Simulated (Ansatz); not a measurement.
Values for one crystal, relaxed and computed with LDA in the plane-wave PAW code Ansatz; other levels are named.

```yaml
volume_per_atom: 20.86 Å³
band_gap: 0.50 eV (indirect)
Formation energy from the elements (no fitted shifts): -0.31 eV/atom
smallest_direct_gap_on_the_standard_path: 0.99 eV
Hole effective mass with spin–orbit coupling: 0.30, 2.9, 5.4 mₑ (principal values)
Pressure derivative B′: 8.5
Gap with spin–orbit coupling: 0.53 eV
```

Question: Which compound is it?
A) ZrCl4, P2/c (Zr on 2e, Cl on 4g, Cl on 4g)
B) PtCl2, Pnnm (Pt on 2b, Cl on 4g)
C) CuCl, zinc blende
D) OsO4, I-42m (Os on 2b, O on 8i)

Answer: B, PtCl2, Pnnm (Pt on 2b, Cl on 4g)

The workflow started from a Materials Project entry (that database holds measured and hypothetical structures alike); the Crystallography Open Database copy checked does not list it. COD files the formula under space group No. 166, so this cell is another polymorph or a model. Whether it is the stable phase at ambient conditions was not checked. The LDA relaxation kept the symmetry of its start; whether a distortion lowers the energy is not shown. No spin polarisation was allowed. A crystal of weakly bound chains computed without a dispersion correction: the cell and the soft elastic constants depend strongly on that. The references are the lowest solids computed at this level, not always the standard phases (solids in place of the gases). Scalar-relativistic: spin–orbit coupling is off unless named, which matters more the heavier the elements.

Potentials: the later of the program's two PAW sets.
